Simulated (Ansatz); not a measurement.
# WS: which magnetic state is lowest?

Level of theory: DFT PBE+U, scalar-relativistic, plane waves, PAW (Ansatz).

```
W S
1.0
     3.24044    0.00000    0.00000
     0.00000    3.24044    0.00000
     0.00000    0.00000    3.24044
W S
1 1
Direct
  0.00000 0.00000 0.00000
  0.50000 0.50000 0.50000
```

The plane-wave cutoff is 420 eV and the Γ-centred k-mesh is 12×12×12. The occupation rule is Gaussian smearing, 0.02 eV, the U_eff on Löwdin-orthogonalised atomic d orbitals is W 6.2 eV and the list of starting moments (μB, in atom order) is 2.5 0. The check for lower electronic states after the SCF is on.

All runs keep this geometry, which isn't relaxed for the lowest state (largest force there 0.000 eV/Å, pressure 8.0 GPa) and needn't be a stable compound; relaxing each order would shift the differences by some 110 meV/atom, going by the pressures and a bulk modulus of about 150 GPa. A propagation vector, in units of the reciprocal vectors, doubles the cell, which takes an equally dense mesh. Spin–orbit coupling is left out, which for heavy magnetic ions can matter as much as these differences. Site moments are spin moments in atom-centred spheres that scale with the neighbour distance. The states are those that the runs reached from these starts; a lower one can exist.

Problem. Order the starts by the energy of the state that they reach, lowest first.
A. antiferromagnetic, doubled cell, propagation vector (0, 1/2, 1/2)
B. antiferromagnetic, doubled cell, propagation vector (0, 0, 1/2)
C. no spin
D. large parallel starting moments

Solution. A (0.00 meV/atom), D (169 meV/atom), B (381 meV/atom), C (526 meV/atom).

```tsv
start	ends	energy above lowest (meV/atom)	site moments (μB)	gap on mesh (eV)	P (GPa)
no spin	non-magnetic	526	none over 0.05	0.43	0.0
large parallel starting moments	ferromagnetic	169	W +3.12, S -0.22	metal	17.4
antiferromagnetic, doubled cell, propagation vector (0, 0, 1/2)	antiferromagnetic	381	W +2.62, W -2.62	metal	14.4
antiferromagnetic, doubled cell, propagation vector (0, 1/2, 1/2)	antiferromagnetic	0.00	W +2.94, W -2.94	metal	8.0
```

Cost: 4 runs of about 14 core-minutes in all, on AMD EPYC (Zen 3) (shared hosts).